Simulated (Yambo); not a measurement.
Cs2NaInF6 (space group Fm-3m, No. 225), G0W0@LDA in Yambo (2×2×2 mesh, plasmon pole; 8 Ry block, no terminator). The number N of bands in W and G is varied.

| N | x = 1/N | gap L → Γ (eV) | shift of the valence edge (eV) |
|---|---|---|---|
| 128 | 0.00781 | 9.090 | -1.618 |
| 185 | 0.00541 | 8.904 | -1.686 |
| 257 | 0.00389 | 8.821 | -1.769 |
| 331 | 0.00302 | ? | ? |

Question: Basis-set arguments suggest E = E∞ + A x. Fix A and E∞ from the two rows above the withheld one, predict the row at 331 bands, and test the form.

Answer: Gap: A = (8.821 − (8.904))/(0.00389 − 0.00541) = 54.6, E∞ = 8.609 eV, so 8.773 eV is predicted; the run gave 8.791 eV (miss 18 meV). The first two rows have slope 77.5, so the form doesn't hold yet over the whole range. Shift: A = (-1.769 − (-1.686))/(0.00389 − 0.00541) = 54.6, E∞ = -1.981 eV, so -1.817 eV is predicted; the run gave -1.827 eV (miss 10 meV). The first two rows have slope 28.3, so the form doesn't hold yet over the whole range. The other settings are held fixed.

The standard potential for In keeps a d shell in the valence without the s and p states of that shell. In tests on such compounds this moved G0W0 gaps by up to about 0.9 eV, so absolute quasiparticle energies here are unreliable; differences between settings are what counts.

Spin-orbit coupling is not included.

Geometry of the Materials Project entry, not relaxed at this level; primitive cell a = 6.2744 Å, b = 6.2744 Å, c = 6.2744 Å, α = 60.00°, β = 60.00°, γ = 60.00°.

A shift is the quasiparticle energy of the state minus its LDA energy.
